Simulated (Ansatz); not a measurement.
Input and command of a plane-wave DFT calculation in Ansatz:

```yaml
crystal:
  lattice:
    - [2.5222870535, 0.0, 0.0]
    - [-1.2611435268, 2.184364664, 0.0]
    - [0.0, 0.0, 10.1957270885]
  atoms:
    - { symbol: B, position: [0.0, 0.0, 0.4141650252] }
    - { symbol: B, position: [0.0, 0.0, 0.5858349748] }
    - { symbol: B, position: [0.6666666667, 0.3333333333, 0.0309257081] }
    - { symbol: B, position: [0.3333333333, 0.6666666667, 0.9690742919] }
    - { symbol: O, position: [0.6666666667, 0.3333333333, 0.359623853] }
    - { symbol: O, position: [0.3333333333, 0.6666666667, 0.640376147] }
basis:
  ecutwfc: 420
kpoints:
  mp_grid: { grid: [18, 18, 4] }
  band_path:
    path:
      - [[0.0, 0.0, 0.0], [0.5, 0.0, 0.0], [0.33333333, 0.33333333, 0.0], [0.0, 0.0, 0.0], [0.0, 0.0, 0.5], [0.5, 0.0, 0.5], [0.33333333, 0.33333333, 0.5], [0.0, 0.0, 0.5]]
      - [[0.5, 0.0, 0.5], [0.5, 0.0, 0.0]]
      - [[0.33333333, 0.33333333, 0.5], [0.33333333, 0.33333333, 0.0]]
    npoints: 14
hamiltonian:
  xc: pbesol
scf:
  occupations: { method: gaussian, width: 0.1 }
  n_extra_bands: 15
output:
  forces: true
  stress: true
  eigenvalues: true
  populations: true
  dos: { projected: true, de: 0.02, nscf_kmesh: { grid: [27, 27, 6] } }
  bader: true
  write_density: true
  write_potential: true
  elf: true
  volumetric_format: npy
```

```bash
ansatz run input.yaml --threads 1 --pin off --max-ram 2560MiB --backend cpu --events-out ev --progress --plain --runs-dir out
```

Processor: Arm Neoverse V1, 1 thread, on a host shared with other jobs.

**Question.** How long does it run, and how much memory does it take?

**Answer.** About 99 s on 1 thread of Arm Neoverse V1, on a shared host, peak memory 0.56 GiB. It solves 27 bands at 138 k points (the mesh reduced by symmetry) with about 1097 plane waves, in 7 SCF iterations.
